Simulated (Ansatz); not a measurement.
# BiS4: reading a single point

```
S Bi
1.0
    -4.10038    4.10038    3.66181
     4.10038   -4.10038    3.66181
     4.10038    4.10038   -3.66181
S Bi
8 2
Direct
  0.35200 0.79500 0.55700
  0.79500 0.73800 0.44300
  0.73800 0.79500 0.94300
  0.79500 0.35200 0.05700
  0.64800 0.20500 0.44300
  0.20500 0.64800 0.94300
  0.26200 0.20500 0.05700
  0.20500 0.26200 0.55700
  0.12500 0.87500 0.25000
  0.87500 0.12500 0.75000
```

The numbers come from plane-wave PAW DFT (Ansatz): PBE, no spin polarisation, 420 eV, 6×6×6 Γ-centred k points, fermi-dirac occupations (width 0.1 eV). Nothing was relaxed.

(1) Is the cell too large or too small?

(2) Which element gives electrons and which takes them?

(3) Is it stable against the elements?

(4) What happens at the Fermi level?

(5) What do density and ELF say about some of the short contacts?

Origin: a known structure type with other elements, at an estimated volume, so it need not be a known compound. Caveats: many states at the Fermi level without spin polarisation, so a magnetic state may lie lower.

Answers

(1) The pressure is 1.2 GPa (compression positive), so with the atoms held at these fractions the cell would first expand; the forces are large, so a full relaxation may end otherwise. The principal stresses -1.0, 2.3, 2.3 GPa differ, so its shape would change too.

(2) Bader charges in e: Bi +1.41, S -0.35. In the mean Bi gives up most and S takes most.

(3) 0.91 eV an atom against the elements' usual phases (free molecules for gases, crystals otherwise, with no correction for O₂ or N₂), so at this geometry it isn't bound against them. Relaxing would lower it.

(4) It is a metal, with about 14 states/eV a cell as the mean within 0.25 eV of the Fermi level, mostly S p (96 %).

(5) S–Bi at 2.58 Å: least valence density 0.47 e/Å³ and ELF 0.45 there. These are pseudo-fields; inside the PAW spheres they differ from the all-electron ones.
